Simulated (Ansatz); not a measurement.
**V$_{3}$O$_{5}$, first-principles data**

V$_{3}$O$_{5}$:
```yaml
crystal:
  lattice:
    - [4.98352, 2.45562, 0.00000]
    - [-4.98352, 2.45562, 0.00000]
    - [-2.65475, 0.00000, 6.49307]
  atoms:
    - { symbol: V, position: [0.13431, 0.87857, 0.71809] }
    - { symbol: V, position: [0.86569, 0.12143, 0.28191] }
    - { symbol: V, position: [0.87857, 0.13431, 0.78191] }
    - { symbol: V, position: [0.12143, 0.86569, 0.21809] }
    - { symbol: V, position: [0.50000, 0.50000, 0.50000] }
    - { symbol: V, position: [0.50000, 0.50000, 0.00000] }
    - { symbol: O, position: [0.54223, 0.15680, 0.66226] }
    - { symbol: O, position: [0.45777, 0.84320, 0.33774] }
    - { symbol: O, position: [0.15680, 0.54223, 0.83774] }
    - { symbol: O, position: [0.84320, 0.45777, 0.16226] }
    - { symbol: O, position: [0.75983, 0.92483, 0.05525] }
    - { symbol: O, position: [0.24017, 0.07517, 0.94475] }
    - { symbol: O, position: [0.92483, 0.75983, 0.44475] }
    - { symbol: O, position: [0.07517, 0.24017, 0.55525] }
    - { symbol: O, position: [0.69336, 0.69336, 0.75000] }
    - { symbol: O, position: [0.30664, 0.30664, 0.25000] }
```
The run is spin-polarised; directions of the spins, atom by atom: ↑ ↑ ↑ ↑ ↑ ↑ 0 0 0 0 0 0 0 0 0 0.

Space group C2/c (No. 15); conventional cell a = 9.967 Å, b = 4.911 Å, c = 7.015 Å, α = γ = 90.00°, β = 112.24°.

Method: plane-wave PAW PBEsol (Ansatz code). The cell and atoms are relaxed at this level. Other levels are named where they apply.

**Cell and energy**

```
Property                                                       Value
-----------------------------------------------------  -------------
Volume per atom                                              9.93 Å³
Density                                                   4.87 g/cm³
Formation energy from the elements (no fitted shifts)  -2.34 eV/atom
```

**Electronic structure**

```
Item                                                                        Result
------------------------------------  --------------------------------------------
Electronic character                                             metallic (no gap)
Density of states at the Fermi level  0.63 states/eV per atom (mean over ±0.08 eV)
```

**Magnetism**

```
Item                       Value
--------------  ----------------
Magnetic order     ferromagnetic
Net moment      0.62 μB per atom
```

The first step of the workflow began from a Materials Project structure, measured or hypothetical; the Crystallography Open Database files this formula in space group No. 15, but the cells were not matched. Whether it is the stable phase at ambient conditions was not checked. Symmetry was held in the PBEsol relaxation; its stability against distortions is not shown here. Magnetic state: ferromagnetic, chosen from 3 collinear starts compared on coarse meshes (ties went to the first, and starts can fall back to one state), not a proven ground state. No Hubbard U is applied. The compound may be a true metal, but semilocal functionals without U, or a wrong spin order, can also close a gap. Point labels and valley counts follow the cell and symmetry of the run, lower than the named group. The references are the lowest solids computed at this level, not always the standard phases (solids in place of the gases).

Potentials: the later of the program's two PAW sets.
